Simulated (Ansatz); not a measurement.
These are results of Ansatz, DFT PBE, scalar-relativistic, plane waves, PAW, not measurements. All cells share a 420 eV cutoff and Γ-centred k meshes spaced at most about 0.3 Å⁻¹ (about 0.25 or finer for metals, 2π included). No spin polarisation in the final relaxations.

Temperature and zero-point effects are left out.

Two forms of AlH₄ were relaxed alike.

1.

```
CELL_PARAMETERS angstrom
5.43086 0.00000 0.00000
0.00000 5.43086 0.00000
0.00000 0.00000 2.50504
ATOMIC_POSITIONS crystal
Al 0.00000 0.00000 0.00000
H 0.42645 0.00000 0.00000
H 0.57355 0.00000 0.00000
H 0.00000 0.42645 0.00000
H 0.00000 0.57355 0.00000
```

2.

```
CELL_PARAMETERS angstrom
4.03183 0.00000 0.00000
0.00000 4.03183 0.00000
0.00000 0.00000 2.38578
ATOMIC_POSITIONS crystal
Al 0.50000 0.50000 0.00000
H 0.74459 0.74459 0.50000
H 0.25541 0.25541 0.50000
H 0.25541 0.74459 0.50000
H 0.74459 0.25541 0.50000
```

Task: Which form is favoured at zero pressure, and by what margin per atom?

Result: Cell 1 is lower, by 216 meV/atom. Cell 1 has space group P4/mmm (No. 123), 14.8 Å³/atom and no gap on its mesh; cell 2 has space group P4/mmm (No. 123), 7.8 Å³/atom and no gap. Counting H atoms around Al (those within 1.25 times the shortest such distance or 1.15 times the sum of covalent radii; the shortest distance is added where it is long for a bond), cell 1 has Al 4 from 2.3 Å and cell 2 has Al 8. Cell 1 holds H–H pairs as short as in free H₂ molecules (shortest 0.80 Å); in cell 2 the shortest H–H distance is 1.97 Å. Even the lower one lies +0.35 eV/atom against the reference forms of the elements (uncorrected), so neither is stable at this level. In cell 1, Al is surrounded by 4 H at 2.32 Å and 2 Al at 2.51 Å; H has 1 H at 0.80 Å and 1 Al at 2.32 Å. In cell 2, Al has 8 H at 1.84 Å and 2 Al at 2.39 Å; around H lie 2 Al at 1.84 Å, 4 H at 1.97–2.06 Å and 2 H at 2.39 Å. Both come from invented guesses. A third cell relaxed alike, in P1, lies 245 meV/atom below the lower of the two; the P4/mmm cell fell into it when its atoms were moved at random.

No dispersion correction is applied, so the spacing and binding between layers, chains or molecules are poorly described (P4/mmm at 14.8 Å³/atom, P4/mmm at 7.8 Å³/atom), and this can change margins and order among such cells. With hydrogen, zero-point motion can shift such differences by 10 meV/atom or more. A magnetic state wasn't ruled out in cells without spin, among them P4/mmm at 14.8 Å³/atom, P4/mmm at 7.8 Å³/atom. Cells relaxed within their symmetry can be saddle points.
